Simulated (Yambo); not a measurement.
Yambo input for KF (rock salt, space group Fm-3m, No. 225) under isotropic strain of -0.7 % on all lattice vectors (a = b = c = 3.7227 Å, α = β = γ = 60.00°), on PBEsol (pw.x of Quantum ESPRESSO, ONCV potentials, no spin-orbit coupling) wavefunctions on a 16×16×16 mesh:

```
optics
chi
dipoles
kernel
FFTGvecs= 40 Ry
Chimod= "HARTREE"
NGsBlkXd= 4 Ry
% QpntsRXd
 1 | 1 |
%
% BndsRnXd
 1 | 27 |
%
GrFnTpXd= "R"
% EnRngeXd
 0.0 | 20.0 | eV
%
% DmRngeXd
 0.2 | 0.2 | eV
%
CGrdSpXd= 50
ETStpsXd= 161
% LongDrXd
 1.0 | 0.0 | 0.0 |
%
```

First lines of the file o-*.eps_q1_inv_rpa_dyson:

```
Absorption @ Q(1):   1.00000000     0.00000000     0.00000000    [q->0 direction]
#
# [ X ] Hartree size     :   51
# [GEN] GF Energies     : Perdew, Burke & Ernzerhof SOL(X)+Perdew, Burke & Ernzerhof SOL(C)
# [GEN] Green`s Function     : Retarded
#
# [GEN] Gauge     : Length
# [GEN] [r,Vnl] included     : yes
#
#    E[1] [eV]     Im(eps)     Re(eps)     Im(eps_o)     Re(eps_o)
#
     0.000000     -0.398552E-7     1.940337     -0.62405E-18     2.133745
     0.125000     0.283855E-3     1.940426     0.332774E-3     2.133849
     0.250000     0.568306E-3     1.940692     0.666170E-3     2.134161
     0.375000     0.853873E-3     1.941135     0.001001     2.134681
     0.500000     0.001141     1.941758     0.001337     2.135410
     0.625000     0.001431     1.942560     0.001676     2.136350
     0.750000     0.001723     1.943543     0.002019     2.137503
     0.875000     0.002019     1.944711     0.002365     2.138870
     1.000000     0.002319     1.946064     0.002715     2.140455
     1.125000     0.002623     1.947605     0.003071     2.142260
     1.250000     0.002934     1.949338     0.003433     2.144289
     1.375000     0.003250     1.951267     0.003802     2.146546
     1.500000     0.003573     1.953394     0.004179     2.149035
     1.625000     0.003904     1.955726     0.004565     2.151762
     1.750000     0.004244     1.958267     0.004960     2.154733
     1.875000     0.004593     1.961023     0.005366     2.157953
     2.000000     0.004953     1.964000     0.005783     2.161430
     2.125000     0.005325     1.967205     0.006214     2.165171
     2.250000     0.005710     1.970645     0.006660     2.169185
     2.375000     0.006109     1.974330     0.007121     2.173482
     2.500000     0.006525     1.978268     0.007600     2.178071
     2.625000     0.006957     1.982471     0.008098     2.182965
     2.750000     0.007409     1.986948     0.008618     2.188176
     2.875000     0.007882     1.991714     0.009162     2.193717
     3.000000     0.008379     1.996781     0.009732     2.199605
     3.125000     0.008903     2.002165     0.010330     2.205857
     3.250000     0.009455     2.007884     0.010962     2.212490
     3.375000     0.010040     2.013957     0.011629     2.219528
     3.500000     0.010662     2.020403     0.012336     2.226992
     3.625000     0.011324     2.027249     0.013089     2.234909
     3.750000     0.012033     2.034519     0.013892     2.243309
     3.875000     0.012794     2.042245     0.014753     2.252224
     4.000000     0.013614     2.050460     0.015679     2.261693
```
(The file goes on to the top of the energy range.) Convergence of the RPA response with its 16×16×16 mesh was not tested.

Geometry strained from the cell relaxed with PBEsol, atoms relaxed again.
